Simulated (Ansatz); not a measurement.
BP in space group P6_222 (No. 180; B on 3d, P on 3c), plane-wave PAW r²SCAN+D4 (Ansatz code). The conduction-band minimum lies at M, with 3 equivalent valleys. Second derivatives d²E/dk² of the lowest band at one valley (eV·Å²), along Cartesian directions:

```
direction  d²E/dk²
---------  -------
[100]        28.01
[010]        25.25
[001]        43.85
[110]        26.62
[101]        35.93
[011]        34.46
```

Find the principal effective masses, the density-of-states mass and the conductivity mass.

Off-diagonal terms follow from H_xy = H[110] − (H_xx + H_yy)/2, and m*/mₑ = 7.620 eV·Å² over each eigenvalue: 0.17, 0.27, 0.30. One valley's DOS mass (m₁m₂m₃)^(1/3) = 0.24, conductivity mass 3/(Σ 1/mᵢ) = 0.24 mₑ.

What effective density of states Nc follows at 300 K for parabolic valleys?

Nc = 2.509e19 × 3 × (0.24)^(3/2) ≈ 8.9e18 cm⁻³.

The start of the workflow was typed in or built on a structure type; neither database checked (COD, Materials Project) lists it. It is not the phase usual at ambient conditions (space group No. 216). The cell was relaxed with r²SCAN+D4 under the symmetry of its start; its stability against distortions is not shown here.

Potentials: the later of the program's two PAW sets.

Edges and masses are those of Kohn–Sham bands, whose gap is no quasiparticle gap.
